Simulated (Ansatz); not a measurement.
InGaP$_{2}$:
```
InGaP2
1.0
    1.99953     1.15443     6.56067
   -1.99953     1.15443     6.56067
    0.00000    -2.30886     6.56067
In Ga P
1 1 2
Direct
  0.49930   0.49930   0.49930
  0.99995   0.99995   0.99995
  0.88063   0.88063   0.88063
  0.37014   0.37014   0.37014
```

PBEsol (plane waves, PAW; program Ansatz) gives a gap of 0.66 eV without spin–orbit coupling, maximum at Γ, minimum at Γ.

What happens when spin–orbit coupling is switched on?

The gap falls by 0.04 eV, to 0.62 eV; maximum at Γ, minimum at Γ.

Give the electron effective mass with spin–orbit coupling.

0.070, 0.070, 0.11 mₑ (principal values).

Give the hole effective mass with spin–orbit coupling.

0.11, 0.11, 1.0 mₑ (principal values).

Space group R3m. The first step of the workflow began from a Materials Project structure, measured or hypothetical; the Crystallography Open Database copy checked does not list it. With In and Ga taken as one species the cell has the higher symmetry F-43m, so it may be an ordered model of a mixed-site phase. Whether it is the stable phase at ambient conditions was not checked. The cell was relaxed with PBEsol under the symmetry of its start; of distortions, only those at the zone centre were tested.

Potentials: the later of the program's two PAW sets.
